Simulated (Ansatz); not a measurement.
LaC:
```
LaC
1.0
    0.00000     2.71526     2.71526
    2.71526     0.00000     2.71526
    2.71526     2.71526     0.00000
La C
1 1
Direct
  0.00000   0.00000   0.00000
  0.50000   0.50000   0.50000
```

Relaxed with PBE. Special points in fractions of this cell's reciprocal vectors: Γ (0.000, 0.000, 0.000); X (0.500, 0.000, 0.500); U (0.625, 0.250, 0.625); K (0.375, 0.375, 0.750); L (0.500, 0.500, 0.500); W (0.500, 0.250, 0.750).

Problem. List the band energies nearest the Fermi level at these points for PBE with spin–orbit coupling (plane waves, PAW; program Ansatz).

Solution. In eV from the Fermi level; about four levels below and three above (degenerate sets whole), none deeper than 8.9 eV; points with the same levels are listed once.

```csv
k,below,above
Γ,-8.69 -8.69,0.44 0.44 0.50 0.50 0.50 0.50
X,-8.62 -8.62,0.07 0.07 0.40 0.40
U,-0.90 -0.90 -0.27 -0.27,0.31 0.31 1.86 1.86
L,-1.36 -1.36 -1.33 -1.33,3.21 3.21 3.44 3.44
W,-1.15 -1.15 -0.07 -0.07,0.24 0.24 2.73 2.73
```

Space group Fm-3m (rock salt). The start of the workflow was typed in or built on a structure type; neither database checked (COD, Materials Project) lists it. Whether it is the stable phase at ambient conditions was not checked. The PBE relaxation kept the symmetry of its start; its stability against distortions is not shown here. Its formation energy is positive at this level, so the cell may be metastable or incomplete.

Potentials: the earlier of the program's two PAW sets.
